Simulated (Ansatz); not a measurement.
In, A15: geometry optimisation

The calculation used DFT, r2SCAN, plane waves (500 eV) with PAW, scalar-relativistic in Ansatz. The PAW files were generated under PBE, with cores re-solved for the functional.

k-point mesh 5×5×5, Fermi-Dirac smearing 0.1 eV, no spin polarisation. Cell and atoms relax.

Starting structure:

```yaml
crystal:
  lattice:
    - [5.93588, 0.00000, 0.00000]
    - [0.00000, 5.93588, 0.00000]
    - [0.00000, 0.00000, 5.93588]
  atoms:
    - { symbol: In, position: [0.00000, 0.00000, 0.00000] }
    - { symbol: In, position: [0.50000, 0.50000, 0.50000] }
    - { symbol: In, position: [0.25000, 0.00000, 0.50000] }
    - { symbol: In, position: [0.75000, 0.00000, 0.50000] }
    - { symbol: In, position: [0.50000, 0.25000, 0.00000] }
    - { symbol: In, position: [0.50000, 0.75000, 0.00000] }
    - { symbol: In, position: [0.00000, 0.50000, 0.25000] }
    - { symbol: In, position: [0.00000, 0.50000, 0.75000] }
```

What cell does the relaxation end in?

Pm-3n with a = 6.008 Å; 27.11 Å³ per atom against 26.14 at the start (3.7 %).

How much energy does the relaxation gain?

4.4 meV per atom.

Path of the relaxation (the plane waves are chosen anew near the end, which can shift the energy a little):

| step | E − E(final) (meV/atom) | V (Å³/atom) | P (GPa) | max force (eV/Å) |
| --- | --- | --- | --- | --- |
| 0 | 4.43 | 26.144 | 1.54 | 0.000 |
| 1 | 0.28 | 27.264 | -0.24 | 0.000 |
| 2 | 0.13 | 27.108 | -0.02 | 0.000 |
| 3 | 0.00 | 27.108 | -0.01 | 0.000 |
